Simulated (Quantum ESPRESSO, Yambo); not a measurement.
# CsBr at +1 % isotropic strain: DFT and GW levels

```xyz
2
Lattice="4.2816 0.0000 0.0000 0.0000 4.2816 0.0000 0.0000 0.0000 4.2816" Properties=species:S:1:pos:R:3 pbc="T T T"
Br     2.1408     2.1408     2.1408
Cs     0.0000     0.0000     0.0000
```

The PBEsol cell relaxed from Materials Project entry mp-22906 was given an isotropic strain of +1 % on all lattice vectors, and the atoms were relaxed again.

Starting point: PBEsol (Quantum ESPRESSO, PseudoDojo norm-conserving, 50 Ry, no spin-orbit coupling). G0W0 in Yambo: 4×4×4 Γ-centred k mesh, 177 bands and a 10 Ry block in the screening, 177 bands in G with the Bruneval-Gonze terminator, plasmon pole fitted at 27.2 eV.

```json
{
  "PBEsol gap along the band path": "4.35 eV",
  "PBEsol gap between the mesh's edge points (Γ → Γ)": "4.35 eV",
  "G0W0 gap between the same points": "6.70 eV"
}
```

```json
[
 {"k point": "Γ", "band": "VB", "E PBEsol (eV)": "0.00", "E QP (eV)": "-1.72", "shift (eV)": "-1.72", "Z": "0.82"},
 {"k point": "Γ", "band": "CB", "E PBEsol (eV)": "4.35", "E QP (eV)": "4.98", "shift (eV)": "0.64", "Z": "0.86"},
 {"k point": "M", "band": "VB", "E PBEsol (eV)": "-0.01", "E QP (eV)": "-1.72", "shift (eV)": "-1.72", "Z": "0.82"},
 {"k point": "M", "band": "CB", "E PBEsol (eV)": "5.16", "E QP (eV)": "5.86", "shift (eV)": "0.71", "Z": "0.86"},
 {"k point": "R", "band": "VB", "E PBEsol (eV)": "-1.21", "E QP (eV)": "-3.04", "shift (eV)": "-1.83", "Z": "0.81"},
 {"k point": "R", "band": "CB", "E PBEsol (eV)": "8.29", "E QP (eV)": "9.24", "shift (eV)": "0.96", "Z": "0.85"}
]
```

Energies count from the PBEsol valence-band maximum.

Convergence of the G0W0 settings was not tested.

Spin-orbit splittings are left out.
